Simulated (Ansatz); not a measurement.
## Profile along the Cd–Se line in CdSe (wurtzite)

CdSe (wurtzite)

```
CELL_PARAMETERS angstrom
      4.30194     0.00000     0.00000
     -2.15097     3.72559     0.00000
      0.00000     0.00000     7.02113
ATOMIC_POSITIONS crystal
  Cd 0.66667 0.33333 0.00046
  Cd 0.33333 0.66667 0.50046
  Se 0.66667 0.33333 0.62474
  Se 0.33333 0.66667 0.12474
```

Fields along a shortest Cd–Se line of a (1 -1 0 0) plane (2.64 Å), from Cd to Se, interpolated on the slice's grid (step about 0.2 Å). Calculation: PBEsol (plane waves to 420 eV, PAW, scalar-relativistic; Ansatz, a quantum-chemistry and plane-wave program). k mesh 9×9×5. Inside the PAW spheres the values are not all-electron values, and peaks at nuclei hang on which shells count as valence. CdSe was relaxed with its symmetry unable to fall.

```json
[
 {"distance from Cd (Å)": "0.00", "valence electron density (e/Å³)": "26.57", "electron localisation function": "x"},
 {"distance from Cd (Å)": "0.26", "valence electron density (e/Å³)": "19.84", "electron localisation function": "x"},
 {"distance from Cd (Å)": "0.53", "valence electron density (e/Å³)": "8.27", "electron localisation function": "0.57"},
 {"distance from Cd (Å)": "0.79", "valence electron density (e/Å³)": "1.94", "electron localisation function": "0.35"},
 {"distance from Cd (Å)": "1.06", "valence electron density (e/Å³)": "0.52", "electron localisation function": "0.16"},
 {"distance from Cd (Å)": "1.32", "valence electron density (e/Å³)": "0.38", "electron localisation function": "0.38"},
 {"distance from Cd (Å)": "1.58", "valence electron density (e/Å³)": "0.57", "electron localisation function": "0.77"},
 {"distance from Cd (Å)": "1.85", "valence electron density (e/Å³)": "1.13", "electron localisation function": "0.81"},
 {"distance from Cd (Å)": "2.11", "valence electron density (e/Å³)": "4.94", "electron localisation function": "0.63"},
 {"distance from Cd (Å)": "2.38", "valence electron density (e/Å³)": "24.10", "electron localisation function": "x"},
 {"distance from Cd (Å)": "2.64", "valence electron density (e/Å³)": "45.37", "electron localisation function": "x"}
]
```

x: too close to a nucleus for the ELF to mean much.

Density on the Cd–Se line (2.64 Å) at its density minimum, 1.3 Å from Cd: 0.37 e/Å³. ELF at that point: 0.3.
